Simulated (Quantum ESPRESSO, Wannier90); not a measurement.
Wannierisation of AlAs (zinc blende)

```
AlAs
1.0
    0.00000     2.83790     2.83790
    2.83790     0.00000     2.83790
    2.83790     2.83790     0.00000
Al As
1 1
Direct
  0.00000   0.00000   0.00000
  0.25000   0.25000   0.25000
```

Structure: Materials Project mp-2172, symmetrised, not relaxed again. COD (Crystallography Open Database) has an entry of this formula and space group (matched by these alone). Computed values, not measurements, from PBEsol: Quantum ESPRESSO (norm-conserving PseudoDojo potentials, cutoff 68 Ry, no spin polarisation, no spin-orbit coupling) on a Γ-centred 10×10×10 mesh, then Wannier90. Density: 10×10×10 mesh, cold smearing 0.01 Ry. Spin-orbit coupling, left out, would split the p-like bands by a few tenths of an eV.

Valence charges of the files: Al 3, As 15. 20 bands were computed.

Isolated groups of bands, relative to the valence-band maximum (bands from 10 on overlap up to the last one computed):

```json
[
 {"bands": "1–5", "from (eV)": "-34.52", "to (eV)": "-34.50", "filling": "filled", "weight on atomic waves": "As 3d 100 %"},
 {"bands": "6", "from (eV)": "-11.85", "to (eV)": "-9.88", "filling": "filled", "weight on atomic waves": "As 4s 64 %, Al 3p 24 %, Al 3s 10 %"},
 {"bands": "7–9", "from (eV)": "-5.56", "to (eV)": "0.00", "filling": "filled", "weight on atomic waves": "As 4p 64 %, Al 3p 22 %, Al 3s 11 %"}
]
```

Wanted is a model with the orbitals Al s p, As s p, without the filled groups that are mainly made of other shells (semicore states, and anion s where it isn't named); all higher bands stay in for disentanglement.

**Question.** Give num_wann, exclude_bands and num_bands, and the number of electrons that the model holds.

**Answer.** Electrons: 1×3 + 1×15 = 18, which fill 9 bands.
num_wann = 1×4 + 1×4 = 8.
exclude_bands = 1-5, 5 bands, so num_bands = 20 − 5 = 15.
The model holds 18 − 2×5 = 8 electrons. With the window frozen to 2.84 eV it follows pw.x to 11 meV rms (states up to 2.3 eV relative to the valence-band maximum).
